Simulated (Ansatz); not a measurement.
The relaxed structure here is a generated cell of HgS: the first start was made by placing the elements on the sites of a structure type, and the end was not matched to a known phase here, so it may be hypothetical. Known forms of HgS include space group No. 154, 216.

A structure of HgS relaxed with PBEsol (plane waves to 420 eV, PAW, scalar-relativistic; Ansatz, a program for electronic structure); single points at other levels follow on the same geometry (Ansatz, PAW; PBEsol+SOC at 420 eV on a 9×9×9 k-mesh; spin-orbit coupling only where +SOC is written). Space group R3m (No. 160).

HgS is taken in the trigonal space group R3m, hexagonal axes (No. 160), Pearson symbol hR6. Conventional cell: a = b = 4.156 Å, c = 30.515 Å, α = β = 90.00°, γ = 120.00°. S1 on 3a has 4 Hg at 2.543–2.548 Å (tetrahedral). S2 on 3a is coordinated by 4 Hg at 2.542–2.552 Å (tetrahedral). S3 on 3a is surrounded by 4 Hg at 2.542–2.551 Å (tetrahedral). Hg1 on 3a sees 4 S at 2.542–2.548 Å (tetrahedral). Hg2 on 3a is surrounded by 4 S at 2.543–2.552 Å (tetrahedral). Hg3 on 3a is surrounded by 4 S at 2.542–2.551 Å (tetrahedral). (Neighbours: up to the widest gap in distance over summed covalent radii, below 1.35, at either atom; cation-cation and far metal-metal contacts left out.)
(The calculation used a cell of 6 atoms; values per cell refer to that cell.)

| level | gap (eV) | kind | conduction minimum |
|---|---|---|---|
| PBEsol | 0.00 | – | – |
| PBEsol+SOC | 0.05 | indirect | Γ |

The shift from spin-orbit coupling is approximate. No spin polarisation in the result.

It was reached from a disturbed copy of a R3m (No. 160) cell (AFLOW prototype AB_hR6_160_3a_3a (as in SiC)), against which it lies under 0.01 eV/atom.
